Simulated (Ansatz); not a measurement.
B$_{2}$O$_{3}$:
```xyz
15
Lattice="4.2895 0.0000 0.0000 -2.1447 3.7148 0.0000 0.0000 0.0000 8.0525" Properties=species:S:1:pos:R:3 pbc="T T T"
B      1.9522     2.2458     6.2285
B      1.3685     0.5677     0.8602
B      3.1136     0.9013     3.5444
B      0.9689     2.8135     1.8240
B     -0.1926     1.4690     7.1923
B     -0.7763     3.1471     4.5081
O     -0.5048     2.0851     3.6911
O      0.5914     2.2351     6.3752
O     -0.0866     3.1094     1.0069
O      2.0581     0.6054     4.3614
O      1.6400     1.6297     1.6773
O      2.7361     1.4797     7.0456
O     -1.8286     3.1672     5.3683
O      0.3162     0.5476     0.0000
O      3.6572     0.0000     2.6842
```

x, y and z are the axes in which the lattice vectors are written.

Problem. Give the proper piezoelectric stress tensor with relaxed ions from plane-wave PAW LDA (Ansatz code).

Solution. In C/m², rows x, y, z, Voigt columns; mesh uncertainty up to 0.00.
```
-0.24   0.24   0.00   0.17   0.00   0.00
 0.00   0.00   0.00   0.00  -0.17   0.24
 0.00   0.00   0.00   0.00   0.00   0.00
```

The elastic tensor of the same run (GPa):

```
  185   46.8   11.0  -14.8    0.0    0.0
 46.8    185   11.0   14.8    0.0    0.0
 11.0   11.0   76.2    0.0    0.0    0.0
-14.8   14.8    0.0   57.1    0.0    0.0
  0.0    0.0    0.0    0.0   57.1  -14.8
  0.0    0.0    0.0    0.0  -14.8   68.9
```

Problem. Convert to strain constants d = e·S.

Solution. In pC/N:
```
-1.5   1.5   0.0   2.3   0.0   0.0
 0.0   0.0   0.0   0.0  -2.3   2.9
 0.0   0.0   0.0   0.0   0.0   0.0
```

Space group P3_121. The first step of the workflow began from a Materials Project structure, measured or hypothetical; the Crystallography Open Database files this formula in space group No. 152, but the cells were not matched. Its standing as an ambient phase is unchecked. The cell was relaxed with LDA under the symmetry of its start; phonons on a q-mesh show no instability.

Potentials: the later of the program's two PAW sets.
